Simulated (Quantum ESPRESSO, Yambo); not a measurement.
## Na$_{3}$P: DFT and GW levels

Space group P6₃/mmc (No. 194); a = b = 4.920 Å, c = 8.765 Å, α = β = 90.00°, γ = 120.00°

```
atom  site  symmetry       x       y       z
----  ----  --------  ------  ------  ------
Na      2b      -6m2  0.0000  0.0000  0.2500
Na      4f       3m.  0.6667  0.3333  0.0802
P       2c      -6m2  0.3333  0.6667  0.2500
```

The geometry is that of Materials Project entry mp-1598, symmetrised and not relaxed again.

Starting point: PBEsol (pw.x of Quantum ESPRESSO, ONCV potentials, scalar-relativistic). G0W0 in Yambo: 3×3×2 Γ-centred k mesh, bands 7 to 265 and a 7 Ry block in the screening, 265 bands in G with the Bruneval-Gonze terminator, plasmon pole fitted at 27.2 eV.

```yaml
PBEsol gap along the band path: 0.44 eV
PBEsol gap between the mesh's edge points (Γ → Γ): 0.44 eV
G0W0 gap between the same points: 1.09 eV
```

```json
[
 {"k point": "Γ", "band": "VB", "E PBEsol (eV)": "0.00", "E QP (eV)": "-0.67", "shift (eV)": "-0.67", "Z": "0.74"},
 {"k point": "Γ", "band": "CB", "E PBEsol (eV)": "0.44", "E QP (eV)": "0.42", "shift (eV)": "-0.02", "Z": "0.78"},
 {"k point": "A", "band": "VB", "E PBEsol (eV)": "-0.06", "E QP (eV)": "-0.74", "shift (eV)": "-0.67", "Z": "0.74"},
 {"k point": "A", "band": "CB", "E PBEsol (eV)": "1.96", "E QP (eV)": "1.98", "shift (eV)": "0.02", "Z": "0.76"},
 {"k point": "K", "band": "VB", "E PBEsol (eV)": "-0.82", "E QP (eV)": "-1.47", "shift (eV)": "-0.65", "Z": "0.74"},
 {"k point": "K", "band": "CB", "E PBEsol (eV)": "1.70", "E QP (eV)": "1.64", "shift (eV)": "-0.06", "Z": "0.78"},
 {"k point": "H", "band": "VB", "E PBEsol (eV)": "-0.43", "E QP (eV)": "-1.07", "shift (eV)": "-0.65", "Z": "0.74"},
 {"k point": "H", "band": "CB", "E PBEsol (eV)": "2.64", "E QP (eV)": "2.58", "shift (eV)": "-0.07", "Z": "0.77"}
]
```

Energies count from the PBEsol valence-band maximum.

Nearest settings tried, and what they do to the gap: 171 bands in G: -11 meV; 6 Ry block (325 vectors against 385): -13 meV; 3×3×1 mesh: -81 meV. Not varied: bands in W. So the settings aren't converged at that level.
